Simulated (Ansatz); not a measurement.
This cell of MoTe2 (2H-MoS2 type, space group P6_3/mmc) is off equilibrium:

```xyz
6
Lattice="3.5421 0.0000 0.0000 -1.7711 3.0676 0.0000 0.0000 0.0000 14.1819" Properties=species:S:1:pos:R:3 pbc="T T T"
Mo    -0.1080     2.0451    10.6364
Mo     1.7711     1.0225     3.5455
Te     0.0000     2.0451     1.7510
Te     1.7711     1.0225     8.8420
Te     1.7711     1.0225    12.4309
Te     0.0000     2.0451     5.3399
```

Computed with r2SCAN+rVV10 (plane waves to 500 eV, PAW, scalar-relativistic; Ansatz, a first-principles code). k mesh 9×9×2 (Γ-centred), Fermi-Dirac smearing 0.05 eV. E stands for the smeared free energy. Compression counts positive. As the smearing reaches across the gap at some points, energies and forces of such displacements shift with the k mesh and the smearing. MoTe2 is run without spin polarisation. MoTe2 was relaxed with its symmetry unable to fall. Spin-orbit coupling is left out, though Te is heavy.

Question: Predict the force on every atom, in eV/Å.

Answer: 
| atom | Fx | Fy | Fz |
|---|---|---|---|
| Mo1 | 1.564 | 0.059 | 0.000 |
| Mo2 | -0.005 | 0.000 | 0.000 |
| Te3 | -0.005 | 0.000 | -0.001 |
| Te4 | -0.775 | -0.029 | -0.099 |
| Te5 | -0.775 | -0.029 | 0.099 |
| Te6 | -0.005 | 0.000 | 0.001 |

Question: What is the stress tensor (GPa)?

Answer: 
```
    0.1      0.7      0.0
    0.7      0.1      0.0
    0.0      0.0      0.4
```
The pressure, a third of the trace, is 0.2 GPa.

Question: In it atom 1 sits (-0.108, 0.000, 0.000) Å away from its relaxed site. What is its energy relative to the relaxed cell?

Answer: 85 meV/cell.

(For displaced atoms, the force is minus the slope of the energy, and its curvature is a force constant, which sets phonon frequencies.)
